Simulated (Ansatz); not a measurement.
KI (rock salt), relaxed with PBE (Ansatz, a first-principles code, plane waves, PAW): a = 7.1823 Å, b = 7.1823 Å, c = 7.1823 Å, α = 90.00°, β = 90.00°, γ = 90.00°.

```
Property                              Value
------------------------------------  -----
gap (eV)                               3.86
ΔH_f (eV/atom)                        -1.50
B₀ by P(V) fit (GPa)                   10.6
K_Hill (GPa)                           10.6
G_Hill (GPa)                            5.7
ε∞                                     2.80
ε0                                     5.88
highest Γ mode, no LO–TO term (cm⁻¹)     88
electron conductivity mass (mₑ)        0.34
Θ_D (K)                                 127
```

**Question.** The same phase is relaxed and computed with r²SCAN in the same code. What are the cell and these values now?

**Answer.** a = b = c = 7.092 Å, α = β = γ = 90.00°.

gap (eV): 4.58
ΔH_f (eV/atom): -1.71
B₀ by P(V) fit (GPa): 12.4
K_Hill (GPa): 12.4
G_Hill (GPa): 6.6
ε∞: 2.73
ε0: 5.00
highest Γ mode, no LO–TO term (cm⁻¹): 101
electron conductivity mass (mₑ): 0.34
Θ_D (K): 137

All cells were relaxed under the symmetry of their starts (and spin orders); stability against distortions was not tested throughout. Spin–orbit coupling is left out wherever it is not named.

Potentials: the later of the program's two PAW sets.

Ansatz is a plane-wave DFT program.

Formation energies count from the lowest solids of the elements computed at the same level, not from gases.
